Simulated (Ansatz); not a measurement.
GaP (rock salt, Fm-3m) at seven volumes, DFT-PBE in the program Ansatz with PAW potentials, scaled uniformly. One row is withheld.

```json
[
 {"V (Å³/atom)": "15.604", "P (GPa)": "10.37"},
 {"V (Å³/atom)": "16.119", "P (GPa)": "?"},
 {"V (Å³/atom)": "16.633", "P (GPa)": "2.89"},
 {"V (Å³/atom)": "17.147", "P (GPa)": "0.00"},
 {"V (Å³/atom)": "17.662", "P (GPa)": "-2.43"},
 {"V (Å³/atom)": "18.176", "P (GPa)": "-4.48"},
 {"V (Å³/atom)": "18.691", "P (GPa)": "-6.19"}
]
```

Task: Fit the shown pressures and predict the withheld one.

Result: P = (3/2)B₀(x^(7/2) − x^(5/2))[1 + (3/4)(B′ − 4)(x − 1)] with x = (V₀/V)^(2/3). Least squares on the six rows gives V₀ = 17.148 Å³/atom, B₀ = 88.0 GPa, B′ = 4.71. At V = 16.119, x = 1.0421 and P = 6.30 GPa. The run itself gave 6.31 GPa.

The cell is a constructed one: a structure type filled with these elements; neither database checked (COD, Materials Project) lists it. It is not the phase usual at ambient conditions (space group No. 216). Symmetry was held in the PBE relaxation; whether a distortion lowers the energy is not shown. Scalar-relativistic: spin–orbit coupling is off unless named, which matters more the heavier the elements.

Potentials: the later of the program's two PAW sets.
